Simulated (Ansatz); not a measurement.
## Mg₂Ge: vacancy hop by nudged elastic band (Ansatz)

input.yaml:

```yaml
crystal:
  lattice:
    - [0.0, 6.388588, 6.388588]
    - [6.388588, 0.0, 6.388588]
    - [6.388588, 6.388588, 0.0]
  atoms:
    - { symbol: Ge, position: [0.00353412, -0.00348069, -0.00417111] }
    - { symbol: Mg, position: [0.12358094, 0.12828219, 0.12517472] }
    - { symbol: Mg, position: [0.37579633, 0.37808637, 0.37305322] }
    - { symbol: Ge, position: [0.00137536, -0.00089979, 0.49967119] }
    - { symbol: Mg, position: [0.122998, 0.12684239, 0.62126234] }
    - { symbol: Mg, position: [0.37144704, 0.37526556, 0.87874063] }
    - { symbol: Ge, position: [0.00607808, 0.49429671, 0.00170053] }
    - { symbol: Mg, position: [0.1267045, 0.62654191, 0.12432164] }
    - { symbol: Mg, position: [0.37596017, 0.87587626, 0.37141069] }
    - { symbol: Ge, position: [0.0004059, 0.49985277, 0.50230407] }
    - { symbol: Mg, position: [0.37935455, 0.8717815, 0.87234479] }
    - { symbol: Ge, position: [0.50046274, -0.00042581, 0.00146554] }
    - { symbol: Mg, position: [0.62585887, 0.12297422, 0.12362118] }
    - { symbol: Mg, position: [0.87736181, 0.37564644, 0.37350276] }
    - { symbol: Ge, position: [0.49752646, -0.0044383, 0.50476648] }
    - { symbol: Mg, position: [0.62577092, 0.12863079, 0.62332682] }
    - { symbol: Mg, position: [0.87189863, 0.37741735, 0.87446962] }
    - { symbol: Ge, position: [0.49462743, 0.50300721, 0.00028653] }
    - { symbol: Mg, position: [0.62500451, 0.62875217, 0.12471808] }
    - { symbol: Mg, position: [0.87547569, 0.87514292, 0.37213494] }
    - { symbol: Ge, position: [0.50339913, 0.50282518, 0.49822755] }
    - { symbol: Mg, position: [0.6286043, 0.62701996, 0.62533551] }
    - { symbol: Mg, position: [0.87314699, 0.87698575, 0.87693677] }
kpoints:
  mp_grid: { grid: [2, 2, 2] }
magnetization:
  spin_polarized: false
scf:
  occupations: { method: fermi_dirac, width: 0.05 }
hamiltonian:
  pseudopotentials: { kind: paw }
  xc: pbe
basis:
  ecutwfc: 420
neb:
  images: 3
  relax_end_points: true
  climbing: true
  f_tol: 0.1
  max_iterations: 40
  order_check: false
  final_atoms:
    - { symbol: Ge, position: [0.00353412, -0.00348069, -0.00417111] }
    - { symbol: Mg, position: [0.12358094, 0.12828219, 0.12517472] }
    - { symbol: Mg, position: [0.37579633, 0.37808637, 0.37305322] }
    - { symbol: Ge, position: [0.00137536, -0.00089979, 0.49967119] }
    - { symbol: Mg, position: [0.122998, 0.12684239, 0.62126234] }
    - { symbol: Mg, position: [0.37144704, 0.37526556, 0.87874063] }
    - { symbol: Ge, position: [0.00607808, 0.49429671, 0.00170053] }
    - { symbol: Mg, position: [0.1267045, 0.62654191, 0.12432164] }
    - { symbol: Mg, position: [0.37596017, 0.87587626, 0.37141069] }
    - { symbol: Ge, position: [0.0004059, 0.49985277, 0.50230407] }
    - { symbol: Mg, position: [0.37935455, 0.8717815, 0.87234479] }
    - { symbol: Ge, position: [0.50046274, -0.00042581, 0.00146554] }
    - { symbol: Mg, position: [0.62585887, 0.12297422, 0.12362118] }
    - { symbol: Mg, position: [0.87736181, 0.37564644, 0.37350276] }
    - { symbol: Ge, position: [0.49752646, -0.0044383, 0.50476648] }
    - { symbol: Mg, position: [0.62577092, 0.12863079, 0.62332682] }
    - { symbol: Mg, position: [0.87189863, 0.37741735, 0.87446962] }
    - { symbol: Ge, position: [0.49462743, 0.50300721, 0.00028653] }
    - { symbol: Mg, position: [0.62500451, 0.62875217, 0.12471808] }
    - { symbol: Mg, position: [1.12182161, 0.62363698, 0.62716775] }
    - { symbol: Ge, position: [0.50339913, 0.50282518, 0.49822755] }
    - { symbol: Mg, position: [0.6286043, 0.62701996, 0.62533551] }
    - { symbol: Mg, position: [0.87314699, 0.87698575, 0.87693677] }
```

Launch command:

```bash
ansatz run input.yaml --threads 4 --pin off --max-ram 8192MiB --backend cpu --events-out ev --progress --plain --runs-dir out
```

Origin of the cell: a database entry, scaled a little.

The cell is 2×2×2 cells of Mg2Ge with one Mg taken out; atom 20 (Mg) hops into the empty site, 3.20 Å away before the end points are relaxed. All atoms were shaken by about 0.02 Å first.

Output (shortened):

```
SCF iter   1: F=—  HF=-63220.668222 eV  Δρ=4.05e-3  dr2=4.72e-1  defer=32
SCF iter   2: F=—  HF=-63220.557811 eV  Δρ=1.76e-3  dr2=4.26e-2  defer=96
SCF iter   3: F=—  HF=-63220.568549 eV  Δρ=1.54e-3  dr2=7.59e-2  defer=96
[… 4 lines left out …]
SCF iter   8: F=—  HF=-63220.551497 eV  Δρ=6.85e-6  dr2=3.87e-7  defer=96
SCF iter   9: F=—  HF=-63220.551497 eV  Δρ=3.36e-6  dr2=1.20e-7
SCF iter  10: F=-63220.551497 eV  HF=-63220.551497 eV  Δρ=1.49e-6  dr2=2.50e-8
NEB iter   1: max|band force component| = 1.700e0 eV/Å  barrier→ = 0.9798 eV  barrier← = 0.9795 eV  Δτ_max = 0.1551 Å  (51 SCF iters)
NEB iter   2: max|band force component| = 4.150e-1 eV/Å  barrier→ = 0.5768 eV  barrier← = 0.5765 eV  CI = image 2  Δτ_max = 0.0662 Å  (25 SCF iters)
NEB iter   3: max|band force component| = 1.215e-1 eV/Å  barrier→ = 0.4863 eV  barrier← = 0.4861 eV  CI = image 2  Δτ_max = 0.0193 Å  (24 SCF iters)
NEB iter   4: max|band force component| = 3.933e-2 eV/Å  barrier→ = 0.4755 eV  barrier← = 0.4753 eV  CI = image 2  Δτ_max = 0.0000 Å  (21 SCF iters)
--- NEB band (5 images, 4 band iterations, 121 SCF iterations, 40 more in tests of the images' electronic states and relaxations of end points) ---
  forward barrier  = 0.475536 eV
  backward barrier = 0.475268 eV
  lagrangian_above_aufbau_ev (what the smearing adds, to first order; not taken off the barriers): saddle image -0.045280 eV, end points -0.068379 and -0.068322 eV
  climbing image's point = of an order that was not read
  energies are F+E_penalty+E_count in eV, relative to image 0
  image     s (Å)  Δ vs image 0  max|band force component| (eV/Å)
      0    0.0000      0.000000                                 —
      1    0.7819      0.233192                          2.913e-2
  *   2    1.5638      0.475536                          3.933e-2
      3    2.3468      0.232571                          3.047e-2
      4    3.1298      0.000268                                 —
```

The converged band:

```
image  path over all atoms (Å)  ΔF (eV)  Mg x      y  z (Å)
    0                     0.00    0.000  7.99   8.10  11.19
    1                     0.78    0.233  7.99   8.80  11.19
    2                     1.56    0.476  7.99   9.58  11.18
    3                     2.35    0.233  7.99  10.37  11.18
    4                     3.13    0.000  7.99  11.07  11.18
```

Highest image (2), forces in eV/Å:

```xyz
23
Lattice="0.000 6.389 6.389 6.389 0.000 6.389 6.389 6.389 0.000" Properties=species:S:1:pos:R:3:forces:R:3 pbc="T T T" image=2
Ge    0.008    0.065   -0.002    0.010    0.039   -0.010
Mg    1.634    1.585    1.568   -0.006   -0.004   -0.007
Mg    4.827    4.805    4.761    0.007    0.002    0.006
Ge    3.377    3.195    0.188   -0.003   -0.001   -0.003
Mg    4.792    4.930    1.603    0.000    0.021    0.001
Mg    7.986    7.858    4.797    0.000    0.007    0.000
Ge    3.188   -0.064    3.207   -0.010   -0.038    0.009
Mg    4.827    1.585    4.761    0.007   -0.004    0.006
Mg    8.022    4.805    7.956   -0.006    0.003   -0.007
Ge    6.207    3.195    3.017    0.004    0.000    0.004
Mg   11.181    8.023    7.991    0.000   -0.017    0.001
Ge    0.037    3.195    3.236    0.014    0.000    0.014
Mg    1.598    4.920    4.797   -0.001   -0.008   -0.001
Mg    4.792    7.848    7.991    0.000   -0.020    0.000
Ge    3.188    6.454    3.207   -0.010    0.039    0.009
Mg    4.757    7.973    4.833   -0.007   -0.003   -0.006
Mg    7.950   11.193    8.026    0.006    0.003    0.007
Ge    3.159    3.195    6.358   -0.013    0.000   -0.014
Mg    4.792    4.755    7.991    0.001    0.017    0.000
Mg    7.988    9.583   11.185   -0.002    0.000   -0.002
Ge    6.396    6.325    6.387    0.010   -0.038   -0.009
Mg    7.950    7.973    8.026    0.006   -0.004    0.007
Mg   11.146   11.193   11.222   -0.007    0.003   -0.006
```

Barrier of this path: 0.48 eV forwards, 0.48 eV backwards, after 4 band iterations.

Caveats: the k mesh is coarse if the cell is a metal; a small cell with a neutral vacancy and no spin, whose shape can make like sites unlike; the cell is held at a rescaled volume, and strain moves barriers; the hop was drawn among near neighbours and need not be the easiest path; few images and a loose tolerance, and neither the top nor the ends were tested for their order.

It ran for 2.6 min on 4 threads of Intel(R) Xeon(R) Platinum 8488C (Sapphire Rapids), with other jobs on the host, peak memory 3.2 GiB, from the program's own first density.
